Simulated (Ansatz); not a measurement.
## Profile along the O–Co line in CoO (rock salt)

CoO (rock salt)

```xyz
2
Lattice="0.0000 2.1239 2.1239 2.1239 0.0000 2.1239 2.1239 2.1239 0.0000" Properties=species:S:1:pos:R:3 pbc="T T T"
O      0.0000     0.0000     0.0000
Co     2.1239     2.1239     2.1239
```

Fields along a shortest O–Co line of a {110} plane (2.12 Å), from O to Co, interpolated on the slice's grid (step about 0.2 Å). The numbers are results of PBE (plane waves to 420 eV, PAW, scalar-relativistic; Ansatz, a first-principles code), not measurements. k mesh 19×19×19. Inside the PAW spheres the values are not all-electron values, and peaks at nuclei hang on which shells count as valence. CoO is run spin-polarised and with no Hubbard U; the real compound is an antiferromagnetic insulator, a state that this run doesn't describe. CoO was relaxed with its symmetry unable to fall. Relaxed CoO ends ferromagnetic. The magnetic order is the one the run started from; other orders were not tried.

```tsv
distance from O (Å)	valence electron density (e/Å³)	spin density, up minus down (e/Å³)	electron localisation function	ELF of the up spins	ELF of the down spins
0.00	7.64	0.56	x	x	x
0.11	7.42	0.55	x	x	x
0.21	6.71	0.50	x	x	x
0.32	5.54	0.40	x	x	x
0.42	4.07	0.28	0.76	0.76	0.75
0.53	2.66	0.16	0.81	0.81	0.81
0.64	1.64	0.08	0.82	0.81	0.83
0.74	1.03	0.03	0.77	0.73	0.81
0.85	0.69	0.02	0.59	0.50	0.72
0.95	0.50	0.02	0.34	0.24	0.48
1.06	0.42	0.05	0.13	0.11	0.18
1.17	0.46	0.10	0.08	0.11	0.05
1.27	0.68	0.23	0.10	0.17	0.04
1.38	1.27	0.45	0.17	0.26	0.07
1.48	2.58	0.78	0.31	0.37	0.22
1.59	5.43	1.33	0.53	0.53	0.52
1.70	11.31	2.32	0.76	0.73	0.80
1.80	21.86	4.09	x	x	x
1.91	36.71	6.87	x	x	x
2.01	51.11	9.72	x	x	x
2.12	57.28	11.07	x	x	x
```

x: too close to a nucleus for the ELF to mean much.

Density on the O–Co line (2.12 Å) at its midpoint: 0.42 e/Å³. ELF at that point: 0.13.
